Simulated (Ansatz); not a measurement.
The start is a generated cell, HgTe built in the AFLOW prototype AB_cI16_199_a_a (B_a). The cell and all atomic positions are relaxed at zero pressure with PBE (plane waves to 420 eV, PAW, scalar-relativistic; Ansatz, a program for electronic structure). The first steps use a coarse 4×4×4 k-mesh.

Input geometry:
```
CELL_PARAMETERS angstrom
     -4.19031     4.19031     4.19031
      4.19031    -4.19031     4.19031
      4.19031     4.19031    -4.19031
ATOMIC_POSITIONS crystal
  Te 0.91200 0.91200 0.91200
  Te 0.50000 0.00000 0.58800
  Te 0.00000 0.58800 0.50000
  Te 0.58800 0.50000 0.00000
  Hg 0.43060 0.43060 0.43060
  Hg 0.50000 0.00000 0.06940
  Hg 0.00000 0.06940 0.50000
  Hg 0.06940 0.50000 0.00000
```

What pressure does the first self-consistent step give?

-4 GPa (negative: the cell is under tension).

What is the largest force in the starting geometry, and on which atom (counted from 1)?

About 0.5 eV/Å, on Te1, Te2, Te3, Te4 (atoms numbered as listed).

How much energy is released per atom?

0.34 eV/atom.

How does the volume per atom move from start to end?

+1.5 %, from 36.79 to 37.34 Å³/atom.

How do the shortest distances between atoms change?

The closest pairs of elements (up to four, under 3.6 Å), start → end: Te–Te 3.53 → 2.98 Å; Hg–Hg 3.66 → 2.98 Å; Hg–Te 3.49 → 3.65 Å.

What band gap does the relaxed structure have at this level?

Zero (metallic).

What does it relax into? Give the structure.


```cif
data_Hg8Te8
_chemical_formula_sum 'Te8 Hg8'
_space_group_name_H-M_alt 'I4132'
_space_group_IT_number 214
_space_group_name_Hall 'I 4bd 2c 3'
_cell_length_a 8.42252
_cell_length_b 8.42252
_cell_length_c 8.42252
_cell_angle_alpha 90.000
_cell_angle_beta 90.000
_cell_angle_gamma 90.000
loop_
_atom_site_label
_atom_site_type_symbol
_atom_site_symmetry_multiplicity
_atom_site_Wyckoff_symbol
_atom_site_fract_x
_atom_site_fract_y
_atom_site_fract_z
_atom_site_occupancy
Te1 Te 8 b 0.37500 0.37500 0.37500 1
Hg1 Hg 8 a 0.12500 0.12500 0.12500 1
```
(The calculation used a cell of 8 atoms; values per cell refer to that cell.)

Final values are on a 8×8×8 k-mesh of the relaxed cell. The relaxed cell holds bonded Te–Te pairs (2.98 Å). No spin polarisation in the result.

The run could not lose the symmetry of its start: the end is stationary, and may be a saddle point rather than a minimum.

The relaxed structure here is a generated cell of HgTe: the first start was made by placing the elements on the sites of a structure type, and the end was not matched to a known phase here, so it may be hypothetical. Known forms of HgTe include space group No. 216.
